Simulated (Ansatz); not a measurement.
MoS₂:
```cif
data_MoS2
_chemical_formula_sum 'Mo1 S2'
_space_group_name_H-M_alt 'P 1'
_space_group_IT_number 1
_cell_length_a 3.17222
_cell_length_b 3.17222
_cell_length_c 6.86884
_cell_angle_alpha 90.000
_cell_angle_beta 90.000
_cell_angle_gamma 120.000
loop_
_space_group_symop_operation_xyz
  'x, y, z'
loop_
_atom_site_label
_atom_site_type_symbol
_atom_site_fract_x
_atom_site_fract_y
_atom_site_fract_z
_atom_site_occupancy
Mo1 Mo 0.00000 0.00000 0.00000 1
S1 S 0.33333 0.66667 0.22629 1
S2 S 0.33333 0.66667 0.77371 1
```

Relaxed with r²SCAN+D4.

### Question
Which orbitals make up the states near the band edges in the program Ansatz at the r²SCAN+D4 level (PAW)?

### Answer
Top 1 eV of the valence band: Mo 4d 66 %, S 3p 30 %. Bottom 1 eV of the conduction band: Mo 4d 64 %, S 3p 31 %. Projections are on Löwdin-orthogonalised atomic valence shells; empty p or d shells of many metals are not among them.

### Question
Tabulate the density of states.

### Answer
States/eV per cell of 3 atoms, in 0.25 eV bins, energy from the valence-band maximum.

| E (eV) | total | S 3p | Mo 4d | S 3s |
|---|---|---|---|---|
| -7.85 | 0.00 | 0.00 | 0.00 | 0.00 |
| -7.60 | 0.00 | 0.00 | 0.00 | 0.00 |
| -7.35 | 0.00 | 0.00 | 0.00 | 0.00 |
| -7.10 | 0.00 | 0.00 | 0.00 | 0.00 |
| -6.85 | 0.00 | 0.00 | 0.00 | 0.00 |
| -6.60 | 0.01 | 0.01 | 0.00 | 0.00 |
| -6.35 | 1.16 | 0.76 | 0.26 | 0.04 |
| -6.10 | 2.20 | 1.34 | 0.67 | 0.06 |
| -5.85 | 3.86 | 2.29 | 1.32 | 0.06 |
| -5.60 | 2.79 | 1.71 | 0.93 | 0.05 |
| -5.35 | 1.46 | 1.01 | 0.37 | 0.05 |
| -5.10 | 0.83 | 0.57 | 0.23 | 0.02 |
| -4.85 | 1.02 | 0.66 | 0.29 | 0.04 |
| -4.60 | 3.42 | 2.12 | 0.91 | 0.23 |
| -4.35 | 3.75 | 2.29 | 0.92 | 0.30 |
| -4.10 | 1.44 | 0.85 | 0.45 | 0.07 |
| -3.85 | 4.62 | 2.89 | 1.54 | 0.11 |
| -3.60 | 2.70 | 1.64 | 0.97 | 0.04 |
| -3.35 | 1.80 | 1.09 | 0.64 | 0.02 |
| -3.10 | 1.47 | 0.83 | 0.60 | 0.01 |
| -2.85 | 1.75 | 1.01 | 0.68 | 0.02 |
| -2.60 | 3.34 | 2.16 | 1.03 | 0.06 |
| -2.35 | 3.12 | 2.18 | 0.79 | 0.09 |
| -2.10 | 2.45 | 1.89 | 0.43 | 0.08 |
| -1.85 | 2.60 | 2.15 | 0.34 | 0.05 |
| -1.60 | 1.53 | 1.29 | 0.18 | 0.02 |
| -1.35 | 2.14 | 0.95 | 1.08 | 0.04 |
| -1.10 | 3.03 | 0.95 | 1.93 | 0.05 |
| -0.85 | 2.03 | 0.60 | 1.35 | 0.02 |
| -0.60 | 1.09 | 0.29 | 0.76 | 0.01 |
| -0.35 | 0.29 | 0.10 | 0.17 | 0.01 |
| -0.10 | 0.10 | 0.04 | 0.06 | 0.00 |
| 0.15 | 0.00 | 0.00 | 0.00 | 0.00 |
| 0.40 | 0.00 | 0.00 | 0.00 | 0.00 |
| 0.65 | 0.00 | 0.00 | 0.00 | 0.00 |
| 0.90 | 0.00 | 0.00 | 0.00 | 0.00 |
| 1.15 | 0.00 | 0.00 | 0.00 | 0.00 |
| 1.40 | 0.22 | 0.04 | 0.17 | 0.00 |
| 1.65 | 1.82 | 0.57 | 1.13 | 0.02 |
| 1.90 | 4.76 | 1.30 | 3.27 | 0.04 |
| 2.15 | 3.20 | 1.16 | 1.87 | 0.04 |
| 2.40 | 4.59 | 1.52 | 2.76 | 0.10 |
| 2.65 | 3.25 | 1.17 | 1.82 | 0.10 |
| 2.90 | 2.49 | 0.92 | 1.32 | 0.08 |
| 3.15 | 2.30 | 0.90 | 1.19 | 0.07 |
| 3.40 | 1.65 | 0.68 | 0.80 | 0.06 |
| 3.65 | 1.36 | 0.59 | 0.63 | 0.06 |
| 3.90 | 1.57 | 0.74 | 0.72 | 0.05 |
| 4.15 | 2.50 | 1.14 | 1.14 | 0.10 |
| 4.40 | 1.31 | 0.51 | 0.63 | 0.10 |
| 4.65 | 0.76 | 0.27 | 0.38 | 0.07 |
| 4.90 | 0.21 | 0.08 | 0.11 | 0.02 |
| 5.15 | 0.00 | 0.00 | 0.00 | 0.00 |
| 5.40 | 0.00 | 0.00 | 0.00 | 0.00 |
| 5.65 | 0.03 | 0.00 | 0.00 | 0.00 |
| 5.90 | 0.19 | 0.01 | 0.01 | 0.00 |
| 6.15 | 0.31 | 0.02 | 0.01 | 0.00 |

Space group P-6m2. The first step of the workflow began from a Materials Project structure, measured or hypothetical; the Crystallography Open Database copy checked does not list it. It is not the phase usual at ambient conditions (space group No. 160, 194). The cell keeps a stress of up to 0.2 GPa. The cell was relaxed with r²SCAN+D4 under the symmetry of its start; its stability against distortions is not shown here. No spin polarisation was allowed. Scalar-relativistic: spin–orbit coupling is off unless named, which matters more the heavier the elements.

Potentials: the later of the program's two PAW sets.
